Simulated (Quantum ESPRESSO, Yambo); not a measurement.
Quasiparticle gap of NaBa2ReO6

```cif
data_Ba8Na4O24Re4
_chemical_formula_sum 'O24 Na4 Ba8 Re4'
_space_group_name_H-M_alt 'Fm-3m'
_space_group_IT_number 225
_space_group_name_Hall '-F 4 2 3'
_cell_length_a 8.42131
_cell_length_b 8.42131
_cell_length_c 8.42131
_cell_angle_alpha 90.000
_cell_angle_beta 90.000
_cell_angle_gamma 90.000
loop_
_atom_site_label
_atom_site_type_symbol
_atom_site_symmetry_multiplicity
_atom_site_Wyckoff_symbol
_atom_site_fract_x
_atom_site_fract_y
_atom_site_fract_z
_atom_site_occupancy
O1 O 24 e 0.00000 0.00000 0.27394 1
Na1 Na 4 a 0.00000 0.00000 0.00000 1
Ba1 Ba 8 c 0.25000 0.25000 0.25000 1
Re1 Re 4 b 0.50000 0.50000 0.50000 1
```
(The calculation used a cell of 10 atoms; values per cell refer to that cell.)

The geometry is that of Materials Project entry mp-6798, symmetrised and not relaxed again.

Starting point: PBEsol (Quantum ESPRESSO, PseudoDojo norm-conserving, 88 Ry, without SOC). G0W0 in Yambo: 2×2×2 Γ-centred k mesh, bands 6 to 229 and a 7 Ry block in the screening, 229 bands in G with the Bruneval-Gonze terminator, plasmon pole fitted at 27.2 eV.

| Property | Value |
|---|---|
| PBEsol gap along the band path | 1.90 eV |
| PBEsol gap between the mesh's edge points (Γ → X) | 1.90 eV |
| G0W0 gap between the same points | 3.62 eV |
| PBEsol smallest direct gap on the mesh (at X) | 1.94 eV |
| G0W0 direct gap at that point | 3.68 eV |

```tsv
k point	band	E PBEsol (eV)	E QP (eV)	shift (eV)	Z
Γ	VB	0.00	-0.42	-0.42	0.76
Γ	CB	2.44	3.80	1.36	0.79
L	VB	-0.25	-0.70	-0.45	0.76
L	CB	2.39	3.78	1.39	0.79
X	VB	-0.04	-0.47	-0.43	0.76
X	CB	1.90	3.21	1.31	0.80
```

Energies count from the PBEsol valence-band maximum.

Nearest settings tried, and what they do to the gap: 152 bands in W, 152 bands in G: +46 meV; 6 Ry block (283 vectors against 339): -7 meV. Not varied: mesh. So the settings aren't converged at that level. The k mesh is coarse.

Without spin-orbit coupling, band edges of such heavy elements can be off by tenths of an eV.
